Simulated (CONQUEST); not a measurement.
A self-consistent single point of HgTe (P3_121, 12 atoms in the cell; from Materials Project mp-358) with CONQUEST.

Method: LDA (PW92), numerical atomic orbitals double-zeta with polarisation (the shipped basis), PseudoDojo norm-conserving potentials made for LDA run with CONQUEST 1.3.

```
HgTe
1.0
    4.65544     0.00000     0.00000
    0.00000     8.06346     0.00000
    0.00000     0.00000    10.42319
Hg Te
6 6
Direct
  0.15807   0.15807   0.00000
  0.68386   0.00000   0.33333
  0.65807   0.34193   0.66667
  0.65807   0.65807   0.00000
  0.18386   0.50000   0.33333
  0.15807   0.84193   0.66667
  0.24279   0.24279   0.50000
  0.51443   0.00000   0.83333
  0.74279   0.25722   0.16667
  0.74279   0.74279   0.50000
  0.01443   0.50000   0.83333
  0.24279   0.75721   0.16667
```

Reference input (self-consistent single point, DFT, LDA (PW92), numerical atomic orbitals double-zeta with polarisation (the shipped basis), PseudoDojo norm-conserving potentials made for LDA): basis = DZP; Diag.MPMeshX, Y, Z = 3 2 2; potentials = PseudoDojo norm-conserving LDA; Grid.GridCutoff = 140 Ha; DM.SolutionMethod = diagon; Diag.SmearingType = 1; Diag.kT = 0.001837 Ha; Diag.GammaCentred = true; Diag.MPOrder = 0; minE.SCTolerance = 1.0e-06; SC.MaxIters = 100; SC.LinearMixingFactor = 0.3. This run's input differs from it in these lines:

```diff
@@ -17,6 +17,8 @@
 Diag.MPMesh                    T
-Diag.MPMeshX                   3
-Diag.MPMeshY                   2
-Diag.MPMeshZ                   2
-Diag.GammaCentred              T
+Diag.MPMeshX                   1
+Diag.MPMeshY                   1
+Diag.MPMeshZ                   1
+Diag.MPShiftX                  0.50000000
+Diag.MPShiftY                  0.50000000
+Diag.MPShiftZ                  0.50000000
 Diag.SmearingType              1
```

Output, abridged:

```
    new_SC_potl: Starting.  Tolerance:  0.10000E-05

    PulayMixSC: Starting Pulay mixing, A_up =  0.300 A_dn =  0.300
    PulayMixSC: Spin non-polarised calculation.
    PulayMixSC: with Kerker preconditioning, q0 =  0.100
          Harris-Foulkes Energy            :    -44307.016709834817448 eV
          (TS=0 as O(N) or entropic contribution is negligible)
          DFT Total Energy                 :    -44302.668012132118747 eV
          Total number of electrons        :       215.999999999991076
    PulayMixSC: Pulay iteration     1 residual:              0.72029E-03
   [... lines left out ...]
          (TS=0 as O(N) or entropic contribution is negligible)
          DFT Total Energy                 :    -44305.025072891592572 eV
          Total number of electrons        :       216.000239418373894
    PulayMixSC: Pulay iteration     7 residual:              0.11324E-05
          Harris-Foulkes Energy            :    -44305.025076690937567 eV
          (TS=0 as O(N) or entropic contribution is negligible)
          DFT Total Energy                 :    -44305.025076365804125 eV
          Total number of electrons        :       216.000239297751875
    PulayMixSC: Pulay iteration     8 residual:              0.40227E-06
    PulayMixSC: Reached SCF tolerance of  0.40227E-06 after      8 iterations
      | Number of electrons      =       216.000239
      |* band energy as 2Tr[K.H] =     -7489.563906714316545 eV
      |  screened ion-ion energy =    -34330.550666794646531 eV
      |  Ha correction           =       198.438496553808420 eV
      |  XC correction           =     -2683.349234105216055 eV
      |* Harris-Foulkes energy   =    -44305.025076690937567 eV
      |* DFT total energy        =    -44305.025076365804125 eV
      |  estimated accuracy      =        -0.000000325134882 eV

    force: Forces on atoms (eV/a0)
    force:  Atom   X              Y              Z
    force:     1   0.1305448189   0.1480776713   0.1718497547
    force:     2   0.0867491325  -0.0000138552   0.0000157834
   [... lines left out ...]
    force: Maximum force :        0.29904517(eV/a0) on atom        12 in x direction
   [... lines left out ...]
    force: Force Residual:        0.30126385 eV/a0
    force: Total stress:          8.27073643    -0.00003632    -0.00003446 GPa
                            -0.00003632     1.53579010     1.99388980
                            -0.00003446     1.99388980     7.17871023
    force: Average pressure:     -5.66174559 GPa

    force: Finished force
    get_E_and_F: Change in energy during last step of electronic optimisation:  0.54392E-07
```

The run converged in 8 iterations. CONQUEST prints the stress tensor with tension positive. Against the reference run the free energy goes down by 464 meV/atom, the pressure goes from -1.98 to -5.66 GPa and the largest force goes from 0.254 to 0.774 eV/Å.

Spin-orbit coupling is left out, which matters for bands and gaps with elements this heavy. The program uses no crystal symmetry, so grid and mesh can part values that symmetry would make equal. The atom-centred basis is finite, which shifts total energies, pressures and forces against plane waves. A shifted mesh samples other points: it can miss Γ, where band edges often lie, and can lower the symmetry, which leaves small forces and shears. This run is one point of a test of settings, so its values need not be converged; read them against the reference run alone. The structure comes from a collection of computed structures, made at another level of theory; the collection holds predicted forms beside known ones. With one or two k-points the zone of this small cell is coarsely sampled: energies, forces and stress carry that error and can break the symmetry, so a converged loop does not mean converged values.

Cost on one core: around 70 core-seconds (rough).
